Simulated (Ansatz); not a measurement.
According to plane-wave PAW r²SCAN (Ansatz code), GaP in the tetragonal phase (P4_2/mnm; Ga on 4g, P on 4f) relaxes to a = 6.656 Å, c = 3.859 Å. Its formation energy from the elements is -0.44 eV/atom, with no fitted shifts.

It is gapped at this level: 1.43 eV (indirect). The valence maximum lies on the M–Γ line, 94 % of the way from M and the conduction minimum at A. The screened hybrid HSE06 puts the gap at 1.86 eV. Gap from r²SCAN with spin–orbit coupling: 1.41 eV. The hole mass is 0.21, 0.96, 2.6 mₑ (principal values).

An equation-of-state fit gives a bulk modulus of 79.9 GPa. The relaxed-ion elastic constants in GPa are C11 = 120, C12 = 63.6, C13 = 46.5, C33 = 175, C44 = 44.6, C66 = 36.2. The elastic constants imply a Debye temperature near 387 K. Bader charges are Ga +0.93, P -0.93 e.

The start of the workflow was typed in or built on a structure type; neither database checked (COD, Materials Project) lists it. It is not the phase usual at ambient conditions (space group No. 216). Symmetry was held in the r²SCAN relaxation; its stability against distortions is not shown here. The volume moved by 17 % from the start of the relaxation. The references are the lowest solids computed at this level, not always the standard phases. Scalar-relativistic: spin–orbit coupling is off unless named, which matters more the heavier the elements.

Potentials: the earlier of the program's two PAW sets. The files were generated under PBE; for other functionals the program regenerates the frozen cores, and for LDA and PBEsol the local potential too.
